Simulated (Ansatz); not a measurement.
## Structures of CuPb₂: which is lowest?

Plane-wave DFT in Ansatz with scalar-relativistic PAW potentials, cutoff 420 eV, Γ-centred meshes chosen by cell and gap, Gaussian smearing with energies taken to zero width. Every cell was relaxed (cell and atoms) in a run of its own, within the symmetry of its start. Functional: PBE.

Relaxed structures (starts from databases or built by putting these elements on another compound's sites):
A. Fd-3m, 6 atoms in the computed cell, a = 8.964 Å; sites (symmetry × multiplicity) Cu -43m × 8, Pb .-3m × 16; start: built
B. I4/mmm, 3 atoms in the computed cell, a = 3.371 Å, c = 13.212 Å; sites (symmetry × multiplicity) Cu 4/mmm × 2, Pb 4mm × 4; start: built

Rank them by energy. Could pressure change the order?

```tsv
structure	group	E − E(lowest) (meV/atom)	V (Å³/atom)	gap on mesh (eV)
B	I4/mmm	0.0	25.03	0.00
A	Fd-3m	581	30.01	0.00
```

B is lowest, 581 meV/atom under A. The lowest is also the densest of these, so pressure wouldn't bring one of the others in at first order. Other structures may lie lower than all of these, and vibrations aren't counted.

Spin-orbit coupling is left out, which matters for the bands of heavy elements. For Tl, Pb and Bi spin-orbit coupling shifts energies too.